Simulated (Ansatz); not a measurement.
# SiO2: ¹⁷O nuclear quadrupole resonance

Cell: an entry of the Crystallography Open Database (COD), atoms as given.

Space group P4_12_12 (No. 92); a = 4.9717, c = 6.9223 Å.

| site | Wyckoff | site symmetry | x | y | z |
| --- | --- | --- | --- | --- | --- |
| Si | 4a | ..2 | 0.3003 | 0.3003 | 0.0000 |
| O | 8b | 1 | 0.2392 | 0.1044 | 0.1787 |

One atom of each set is listed.

The numbers come from a DFT calculation in Ansatz (PBE, plane waves and PAW, scalar-relativistic, 420 eV cutoff, Γ-centred 5×5×4 k-points, Fermi–Dirac smearing 0.02 eV).

¹⁷O: I = 5/2, Q = -25.58 mb (year-2017 value). Static lattice, zero field.

Task: The simulated lines lie at 0.860, 1.68 MHz. What are |C_Q|, η and |V_zz| at O?

Result: For I = 5/2 and η = 0 the lines are 3|C_Q|/20 and twice that; η pulls their ratio below 2. Here |C_Q| = 5.62 MHz, η = 0.14 and |V_zz| = 9.08 × 10²¹ V/m². The calculation gives V_zz positive; the lines don't show the sign. The site has 2 Si at 1.60 Å, angle 146°.

At O V_zz runs parallel to the line that joins its two neighbours (within 1°).

The calculated pressure of 8 GPa (PBE) comes largely from the unrelaxed atoms: it is 1.3 GPa once they are relaxed in the same cell. The largest force is 0.5 eV/Å, so the atoms aren't at the calculated equilibrium and relaxing them would move these values.

Hardware: 1 thread of Intel Xeon Platinum 8259CL CPU @ 2.50GHz (Skylake/Cascade Lake) (x86_64; 44 cores open to the job, memory cap 2.5 GiB, no GPU), a shared host with a load of 0.5 a core. Wall time 17 s, CPU time 17 s, peak memory 0.47 GiB.
